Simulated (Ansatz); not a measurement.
ZnSnAs2 (chalcopyrite, space group No. 122), DFT-LDA in the program Ansatz with PAW potentials, all energies at zero smearing, with the estimated change up to a 700 eV cutoff added, with one set of potentials and settings (totals compare only within such a set). Cell of 8 atoms (2 Sn, 4 As, 2 Zn): -37347.447 eV.

```csv
element,reference phase,E (eV/atom)
Sn,"I4_1/amd, 2 atoms in the cell",-5879.5359
As,"R-3m, 2 atoms in the cell",-4773.6736
Zn,"P6_3/mmc, 2 atoms in the cell",-3246.2618
```

Formation energy per atom, worked out: (-37347.447 − 2×(-5879.5359) − 4×(-4773.6736) − 2×(-3246.2618))/8 = -0.145 eV/atom (-14 kJ per mol of atoms), at 0 K, without zero-point energy or fitted corrections.

Space group I-42d (chalcopyrite). The workflow started from an entry of the Crystallography Open Database (COD). Whether it is the stable phase at ambient conditions was not checked. The LDA relaxation kept the symmetry of its start; its stability against distortions is not shown here. The references are the lowest solids computed at this level, not always the standard phases. Scalar-relativistic: spin–orbit coupling is off unless named, which matters more the heavier the elements.

Potentials: the later of the program's two PAW sets.
